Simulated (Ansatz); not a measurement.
The relaxed structure here is a generated cell of Si: the first start was made by placing the elements on the sites of a structure type, and the end was not matched to a known phase here, so it may be hypothetical. Known forms of Si include space group No. 227.

One stationary structure of Si. Space group P6/mmm (No. 191), AFLOW prototype A_hP1_191_a (A_f, as in Sn). Level of theory: r2SCAN (plane waves to 500 eV, PAW, scalar-relativistic; Ansatz, a first-principles code).

```cif
data_Si
_chemical_formula_sum 'Si1'
_space_group_name_H-M_alt 'P 1'
_space_group_IT_number 1
_cell_length_a 2.64167
_cell_length_b 2.64167
_cell_length_c 2.47344
_cell_angle_alpha 90.000
_cell_angle_beta 90.000
_cell_angle_gamma 120.000
loop_
_space_group_symop_operation_xyz
  'x, y, z'
loop_
_atom_site_label
_atom_site_type_symbol
_atom_site_fract_x
_atom_site_fract_y
_atom_site_fract_z
_atom_site_occupancy
Si1 Si 0.00000 0.00000 0.50000 1
```

| Item | Result |
|---|---|
| Volume per atom | 14.95 Å³ |
| Density | 3.12 g/cm³ |
| Band gap | no gap (metallic) |
| Shortest distances | Si–Si 2.47 Å |
| k-mesh | 19×19×17 |

No spin polarisation in the result.

The run could not lose the symmetry of its start: the end is stationary, and may be a saddle point rather than a minimum.

It was reached from a disturbed copy of a I4/mmm (No. 139) cell (AFLOW prototype A_tI2_139_a (A_a)), against which it lies -0.23 eV/atom.
